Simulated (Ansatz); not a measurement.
LuAl₂:
```
CELL_PARAMETERS angstrom
      0.00000     3.85170     3.85170
      3.85170     0.00000     3.85170
      3.85170     3.85170     0.00000
ATOMIC_POSITIONS crystal
  Lu 0.00000 0.00000 0.00000
  Lu 0.25000 0.25000 0.25000
  Al 0.62500 0.62500 0.62500
  Al 0.12500 0.62500 0.62500
  Al 0.62500 0.62500 0.12500
  Al 0.62500 0.12500 0.62500
```

This is the r²SCAN-relaxed structure.

### Question
All from DFT-r²SCAN in the program Ansatz with PAW potentials, unless another level is named. Predict the density of states at the Fermi level.

### Answer
0.54 states/eV per atom (mean over ±0.08 eV).

### Question
What about the formation energy from the elements (no fitted shifts)?

### Answer
-0.55 eV/atom.

Space group Fd-3m (cubic Laves (MgCu2 type)). The workflow started from a Materials Project entry (that database holds measured and hypothetical structures alike); the Crystallography Open Database copy checked does not list it. Whether it is the stable phase at ambient conditions was not checked. The cell was relaxed with r²SCAN under the symmetry of its start; its stability against distortions is not shown here. The references are the lowest solids computed at this level, not always the standard phases. Spin–orbit coupling is left out wherever it is not named.

Potentials: the later of the program's two PAW sets.
